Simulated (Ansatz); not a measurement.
This TaAl₂ZnN₄ structure is the end of a relaxation. The cell was found from a structure generator's guess, not taken from experiment.

Theory: Ansatz 0.2.0, DFT PBE, scalar-relativistic, plane waves, PAW. Cutoff 420 eV, Γ-centred mesh, Gaussian smearing, no spin polarisation.

```yaml
crystal:
  lattice:
    - [3.74532, 0.00000, 0.00000]
    - [0.00000, 3.74532, 0.00000]
    - [0.00000, 0.00000, 6.06567]
  atoms:
    - { symbol: Ta, position: [0.50000, 0.50000, 0.00000] }
    - { symbol: Al, position: [0.00000, 0.00000, 0.73433] }
    - { symbol: Al, position: [0.00000, 0.00000, 0.26567] }
    - { symbol: Zn, position: [0.50000, 0.50000, 0.50000] }
    - { symbol: N, position: [0.50000, 0.00000, 0.78465] }
    - { symbol: N, position: [0.00000, 0.50000, 0.78465] }
    - { symbol: N, position: [0.50000, 0.00000, 0.21535] }
    - { symbol: N, position: [0.00000, 0.50000, 0.21535] }
```

Formation energies are uncorrected and refer to the elements' standard structures at the same level (N₂ as a molecule).

Problem. Find its symmetry and describe it.

Solution. P4/mmm (No. 123). Conventional cell: a = 3.745 Å, c = 6.066 Å. Around Ta lie 8 N at 2.28 Å, 2 Zn at 3.03 Å and 8 Al at 3.10 Å; Al is surrounded by 4 N at 1.90 Å, 1 Al at 2.84 Å, 4 Zn at 3.01 Å and 4 Ta at 3.10 Å; Zn is surrounded by 8 N at 2.55 Å, 8 Al at 3.01 Å and 2 Ta at 3.03 Å; around N lie 2 Al at 1.90 Å, 2 Ta at 2.28 Å and 2 Zn at 2.55 Å.

Problem. What is its formation energy per atom?

Solution. −0.20 eV/atom. A negative formation energy is needed for stability but isn't enough: competing phases decide.

Problem. Is it a metal?

Solution. Yes, bands cross the Fermi level on the 10×10×6 mesh.

Problem. From what recipe could a structure generator have reached it?

Solution. One such recipe: perovskite family, infinite layers (P4/mmm, No. 123). Other recipes can lead to the same cell.

The last run used a 10×10×6 mesh (in the run's order of axes) for its 8-atom cell and Gaussian smearing of 0.10 eV. These runs have no spin–orbit coupling, which can matter for Ta. Symmetry constrained the relaxation, so the result can be a saddle point.
